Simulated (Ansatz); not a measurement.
LiGeN:
```
CELL_PARAMETERS angstrom
      2.98692     0.00000     0.00000
     -1.49346     2.58675     0.00000
      0.00000     0.00000     9.35380
ATOMIC_POSITIONS crystal
  Li 0.66667 0.33333 0.74324
  Li 0.33333 0.66667 0.24324
  Ge 0.00000 0.00000 0.49881
  Ge 0.00000 0.00000 0.99881
  N  0.33333 0.66667 0.60259
  N  0.66667 0.33333 0.10259
```

Relaxed with r²SCAN. Special points in fractions of this cell's reciprocal vectors: Γ (0.000, 0.000, 0.000); M (0.500, 0.000, 0.000); K (0.333, 0.333, 0.000); A (0.000, 0.000, 0.500); L (0.500, 0.000, 0.500); H (0.333, 0.333, 0.500).

Task: List the band energies nearest the valence-band maximum at these points for the program Ansatz at the r²SCAN level (PAW).

Result: In eV from the valence-band maximum; about four levels below and three above (degenerate sets whole), none deeper than 8.9 eV; points with the same levels are listed once.

| k | below | above |
|---|---|---|
| Γ | -1.26 -1.26 -1.26 -1.26 -0.31 | 3.23 4.20 7.91 |
| M | -2.97 -2.92 -1.14 -0.99 | 1.83 2.52 5.71 |
| K | -3.33 -3.33 -1.25 -0.11 | 2.83 2.83 4.93 4.93 |
| A | -1.26 -1.26 -1.26 -1.26 | 3.85 3.85 8.19 8.19 |
| L | -2.94 -2.94 -1.14 -1.14 | 2.26 2.26 5.91 5.91 |
| H | -3.34 -3.34 -0.74 -0.74 | 2.80 2.80 5.02 5.02 |

Space group P6_3mc. The workflow started from a Materials Project entry (that database holds measured and hypothetical structures alike); the Crystallography Open Database copy checked does not list it. Whether it is the stable phase at ambient conditions was not checked. The r²SCAN relaxation kept the symmetry of its start; its stability against distortions is not shown here. Scalar-relativistic: spin–orbit coupling is off unless named, which matters more the heavier the elements.

Potentials: the later of the program's two PAW sets.
